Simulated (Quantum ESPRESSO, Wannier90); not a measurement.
**Wannierisation of W (bcc (W type))**

```
CELL_PARAMETERS angstrom
     -1.58516     1.58516     1.58516
      1.58516    -1.58516     1.58516
      1.58516     1.58516    -1.58516
ATOMIC_POSITIONS crystal
  W  0.00000 0.00000 0.00000
```

Cell from Materials Project (mp-91), symmetrised, no further relaxation. This is the element's usual structure. Computed values, not measurements, from PBEsol: Quantum ESPRESSO (norm-conserving PseudoDojo potentials, cutoff 60 Ry, no spin polarisation, no spin-orbit coupling) on a Γ-centred 12×12×12 mesh, then Wannier90. Density: 18×18×18 mesh, cold smearing 0.01 Ry. Spin-orbit coupling is left out although heavy elements are present.

The plane-wave run has 21 bands and 14 electrons a cell. On the energy scale of pw.x, whose zero is arbitrary, the Fermi level lies at 22.24 eV.

Isolated groups of bands, relative to the Fermi level (bands from 5 on overlap up to the last one computed):

```json
[
 {"bands": "1", "from (eV)": "-74.17", "to (eV)": "-73.94", "filling": "filled", "weight on atomic waves": "W 5s 97 %"},
 {"bands": "2–4", "from (eV)": "-39.00", "to (eV)": "-37.73", "filling": "filled", "weight on atomic waves": "W 5p 99 %"}
]
```

Input w.win, without the blocks of cell, atoms and k-points (1728 lines):

```
num_bands = 17
num_wann = 9
exclude_bands = 1-4
num_iter = 800
conv_tol = 1.0e-6
conv_window = 4
dis_num_iter = 1000
dis_conv_tol = 1.0e-6
dis_froz_max = 23.74
dis_win_max = 42.21
write_hr = true
write_u_matrices = true
begin projections
W: s;p;d
end projections
mp_grid = 12 12 12
```

wannier90.x stops with:
```
dis_windows: Energy window contains fewer states than number of target WFs
```
At some k-point the outer window holds fewer bands than num_wann, so no subspace of that size can be extracted. Mended as below, all else unchanged, the run goes through (Ω_I = 9.1 Å²) and follows the plane-wave bands to 2.5 meV rms (states up to 1.0 eV relative to the Fermi level).
Remove the line dis_win_max = 42.21.
